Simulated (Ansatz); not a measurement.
BeS in space group P6_422 (No. 181; Be on 3c, S on 3d), plane-wave PAW r²SCAN (Ansatz code). The conduction-band minimum lies on the M–K line, 9 % of the way from M, with 6 equivalent valleys. Second derivatives d²E/dk² of the lowest band at one valley (eV·Å²), along Cartesian directions:

```
direction  d²E/dk²
---------  -------
[100]        14.68
[010]        13.94
[001]        26.82
[110]        14.36
[101]        20.83
[011]        20.36
```

Q: Find the principal effective masses, the density-of-states mass and the conductivity mass.

A: Off-diagonal terms follow from H_xy = H[110] − (H_xx + H_yy)/2, and m*/mₑ = 7.620 eV·Å² over each eigenvalue: 0.28, 0.52, 0.55. One valley's DOS mass (m₁m₂m₃)^(1/3) = 0.43, conductivity mass 3/(Σ 1/mᵢ) = 0.41 mₑ.

Q: What effective density of states Nc follows at 300 K for parabolic valleys?

A: Nc = 2.509e19 × 6 × (0.43)^(3/2) ≈ 4.2e19 cm⁻³.

The start of the workflow was typed in or built on a structure type; neither database checked (COD, Materials Project) lists it. COD files the formula under space group No. 216, so this cell is another polymorph or a model. Whether it is the stable phase at ambient conditions was not checked. The cell was relaxed with r²SCAN under the symmetry of its start; whether a distortion lowers the energy is not shown.

Potentials: the earlier of the program's two PAW sets.

Edges and masses are those of Kohn–Sham bands, whose gap is no quasiparticle gap.
